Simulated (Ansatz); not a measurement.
Relaxed-ion elastic tensor of HfO₂ in space group P2_1/c (No. 14; Hf on 4e, O on 4e, O on 4e) in GPa (Voigt order), DFT-LDA in the program Ansatz with PAW potentials; density 10.48 g/cm³, 11.12 Å³ per atom.

```
  336    184   98.5    0.0   52.4    0.0
  184    453    166    0.0   -9.0    0.0
 98.5    166    275    0.0   21.1    0.0
  0.0    0.0    0.0    103    0.0  -10.3
 52.4   -9.0   21.1    0.0    100    0.0
  0.0    0.0    0.0  -10.3    0.0    152
```

**Question.** Is the crystal mechanically stable?

**Answer.** Yes: the smallest eigenvalue of C is 77.7 GPa.

**Question.** Work out the Voigt, Reuss and Hill averages.

**Answer.** K_V = 218, K_R = 187, K_H = 203; G_V = 112, G_R = 100, G_H = 106 GPa.

**Question.** Give Young's modulus, Poisson's ratio, Pugh's ratio and the universal anisotropy index.

**Answer.** E = 9KG/(3K + G) = 271 GPa; ν = 0.28; K/G = 1.91 (ductile by the Pugh limit of 1.75); A_U = 5G_V/G_R + K_V/K_R − 6 = 0.76.

**Question.** Estimate the sound speeds and the Debye temperature.

**Answer.** v_l = √((K + 4G/3)/ρ) = 5730 m/s, v_t = √(G/ρ) = 3180 m/s, mean 3550 m/s; Θ = (h/k)(3n/4πV)^(1/3) v_m = 473 K.

**Question.** Solve the Christoffel equation for the three sound speeds along x, y, z.

**Answer.** Eigenvalues of C_ijkl n_j n_l equal ρv². In km/s, slowest first: x 2.92, 3.81, 5.76; y 3.10, 3.84, 6.58; z 3.05, 3.13, 5.15.

**Question.** How much does each axis shrink under pressure?

**Answer.** Linear compressibilities β_i = Σ_j S_ij (j = 1 to 3): x 2.3, y 0.19, z 2.8 per TPa.

The LDA relaxation kept the symmetry of its start; of distortions, only those at the zone centre were tested. The run is not spin-polarised. Spin–orbit coupling is left out wherever it is not named.

Potentials: the later of the program's two PAW sets.
